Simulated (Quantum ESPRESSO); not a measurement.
**Band energies of AlAs**

```
CELL_PARAMETERS angstrom
      0.00000     2.83745     2.83745
      2.83745     0.00000     2.83745
      2.83745     2.83745     0.00000
ATOMIC_POSITIONS crystal
  Al 0.00000 0.00000 0.00000
  As 0.25000 0.25000 0.25000
```

norm-conserving PBEsol (Quantum ESPRESSO, 84 Ry, with spin-orbit coupling); path ΓXWKΓLUWLK,UX; energies in eV from the valence-band maximum.

| k (1/Å) | point | band 18 | band 19 | band 20 | band 21 | band 22 | band 23 | band 24 | band 25 |
|---|---|---|---|---|---|---|---|---|---|
| 0.00 | Γ | 0.00 | 1.80 | 1.80 | 4.13 | 4.13 | 4.17 | 4.17 | 4.17 |
| 0.55 |  | -1.37 | 2.41 | 2.41 | 3.58 | 3.58 | 6.65 | 6.65 | 6.71 |
| 1.11 | X | -2.20 | 1.24 | 1.24 | 2.13 | 2.13 | 10.03 | 10.03 | 10.17 |
| 1.66 | W | -2.92 | 4.13 | 4.13 | 5.43 | 5.51 | 5.52 | 5.54 | 5.88 |
| 1.79 |  | -2.64 | 3.47 | 3.50 | 4.98 | 5.05 | 6.07 | 6.09 | 6.67 |
| 2.05 | K | -1.89 | 2.05 | 2.06 | 4.77 | 4.82 | 7.98 | 7.98 | 8.10 |
| 2.37 |  | -1.17 | 3.01 | 3.01 | 5.85 | 5.90 | 6.08 | 6.09 | 6.39 |
| 2.91 |  | -0.18 | 3.03 | 3.06 | 4.19 | 4.20 | 4.42 | 4.42 | 5.27 |
| 3.23 | Γ | 0.00 | 1.80 | 1.80 | 4.13 | 4.13 | 4.17 | 4.17 | 4.17 |
| 3.55 |  | -0.27 | 2.62 | 2.62 | 4.57 | 4.57 | 4.60 | 4.61 | 5.01 |
| 4.08 |  | -0.81 | 1.97 | 1.97 | 4.55 | 4.55 | 4.57 | 4.57 | 7.49 |
| 4.19 | L | -0.83 | 1.95 | 1.95 | 4.53 | 4.53 | 4.54 | 4.54 | 7.48 |
| 4.67 |  | -1.61 | 2.45 | 2.46 | 5.75 | 5.82 | 6.70 | 6.71 | 6.75 |
| 4.86 | U | -1.89 | 2.05 | 2.06 | 4.77 | 4.82 | 7.98 | 7.98 | 8.10 |
| 5.16 |  | -2.75 | 3.72 | 3.75 | 5.05 | 5.13 | 5.88 | 5.89 | 6.43 |
| 5.25 | W | -2.92 | 4.13 | 4.13 | 5.43 | 5.51 | 5.52 | 5.54 | 5.88 |
| 5.65 |  | -1.61 | 3.46 | 3.52 | 4.06 | 4.07 | 6.48 | 6.55 | 7.44 |
| 6.04 | L | -0.83 | 1.95 | 1.95 | 4.53 | 4.53 | 4.54 | 4.54 | 7.48 |
| 6.21 |  | -1.03 | 2.51 | 2.53 | 4.32 | 4.32 | 4.85 | 4.85 | 7.83 |
| 6.63 |  | -1.79 | 2.20 | 2.21 | 5.32 | 5.38 | 7.41 | 7.42 | 7.54 |
| 6.72 | K | -1.89 | 2.05 | 2.06 | 4.77 | 4.82 | 7.98 | 7.98 | 8.10 |
| 6.72 | U | -1.89 | 2.05 | 2.06 | 4.77 | 4.82 | 7.98 | 7.98 | 8.10 |
| 7.11 | X | -2.20 | 1.24 | 1.24 | 2.13 | 2.13 | 10.03 | 10.03 | 10.17 |

The PBEsol gap is indirect, 1.24 eV, from Γ to X; the smallest direct gap is 1.80 eV.

Geometry relaxed with PBEsol.
